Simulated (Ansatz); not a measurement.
Rh:
```
CELL_PARAMETERS angstrom
      0.00000     1.91505     1.91505
      1.91505     0.00000     1.91505
      1.91505     1.91505     0.00000
ATOMIC_POSITIONS crystal
  Rh 0.00000 0.00000 0.00000
```

Relaxed with PBE. Special points in fractions of this cell's reciprocal vectors: Γ (0.000, 0.000, 0.000); X (0.500, 0.000, 0.500); U (0.625, 0.250, 0.625); K (0.375, 0.375, 0.750); L (0.500, 0.500, 0.500); W (0.500, 0.250, 0.750).

Problem. List the band energies nearest the Fermi level at these points for the program Ansatz at the PBE level (PAW).

Solution. In eV from the Fermi level; about four levels below and three above (degenerate sets whole), none deeper than 8.9 eV; … stands for higher levels left out; points with the same levels are listed once.

```csv
k,below,above
Γ,-7.80 -2.99 -2.99 -2.99,…
X,-6.13 -5.77,0.51 0.94 0.94
U,-5.34 -4.62 -2.00 -0.67,0.35 …
L,-5.95 -3.06 -3.06,0.54 0.54 …
W,-4.86 -3.69 -3.69 -1.17,0.95 …
```

Space group Fm-3m (fcc (Cu type)). The PBE relaxation kept the symmetry of its start. The run is not spin-polarised. Spin–orbit coupling is left out wherever it is not named.

Potentials: the earlier of the program's two PAW sets.
